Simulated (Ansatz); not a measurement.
Sc:
```xyz
2
Lattice="3.3192 0.0000 0.0000 -1.6596 2.8745 0.0000 0.0000 0.0000 5.1722" Properties=species:S:1:pos:R:3 pbc="T T T"
Sc     0.0000     1.9163     3.8791
Sc     1.6596     0.9582     1.2930
```

Relaxed with r²SCAN+D4. Special points in fractions of this cell's reciprocal vectors: Γ (0.000, 0.000, 0.000); M (0.500, 0.000, 0.000); K (0.333, 0.333, 0.000); A (0.000, 0.000, 0.500); L (0.500, 0.000, 0.500); H (0.333, 0.333, 0.500).

Task: List the band energies nearest the Fermi level at these points for DFT-r²SCAN+D4 in the program Ansatz with PAW potentials.

Result: In eV from the Fermi level; about four levels below and three above (degenerate sets whole), none deeper than 8.9 eV; points with the same levels are listed once.

```json
[
 {"k": "Γ", "below": "-5.48 -1.68", "above": "0.46 1.80 1.80"},
 {"k": "M", "below": "-1.71 -1.13 -0.67 -0.42", "above": "1.42 1.55 2.06"},
 {"k": "K", "below": "-0.77 -0.77 -0.71 -0.45", "above": "1.15 1.15 2.33"},
 {"k": "A", "below": "-3.86 -3.86", "above": "1.10 1.10 1.72 1.72 1.72 1.72"},
 {"k": "L", "below": "-1.51 -1.51", "above": "0.05 0.05 1.32 1.32"},
 {"k": "H", "below": "-0.45 -0.45 -0.04 -0.04", "above": "0.23 0.23 2.64 2.64"}
]
```

Space group P6_3/mmc (hcp (Mg type)). Symmetry was held in the r²SCAN+D4 relaxation. The run is not spin-polarised. The pairwise dispersion correction was not fitted to metals.

Potentials: the later of the program's two PAW sets.
